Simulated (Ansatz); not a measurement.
LuAu4 in space group I4/m (No. 87; Lu on 2a, Au on 8h), DFT-PBE in the program Ansatz with PAW potentials, all energies at zero smearing, with the estimated change up to a 700 eV cutoff added, with one set of potentials and settings (totals compare only within such a set). Cell of 5 atoms (1 Lu, 4 Au): -67332.654 eV.

```json
[
 {"element": "Lu", "reference phase": "P6_3/mmc, 2 atoms in the cell", "E (eV/atom)": "-14732.4262"},
 {"element": "Au", "reference phase": "Fm-3m, 1 atoms in the cell", "E (eV/atom)": "-13149.3277"}
]
```

Formation energy per atom, worked out: (-67332.654 − 1×(-14732.4262) − 4×(-13149.3277))/5 = -0.583 eV/atom (-56 kJ per mol of atoms), at 0 K, without zero-point energy or fitted corrections.

The workflow started from a Materials Project entry (that database holds measured and hypothetical structures alike); the Crystallography Open Database copy checked does not list it. With Lu and Au taken as one species the cell has the higher symmetry Fm-3m, so it may be an ordered model of a mixed-site phase. Its standing as an ambient phase is unchecked. The PBE relaxation kept the symmetry of its start; its stability against distortions is not shown here. The references are the lowest solids computed at this level, not always the standard phases. Scalar-relativistic: spin–orbit coupling is off unless named, which matters more the heavier the elements.

Potentials: the later of the program's two PAW sets.
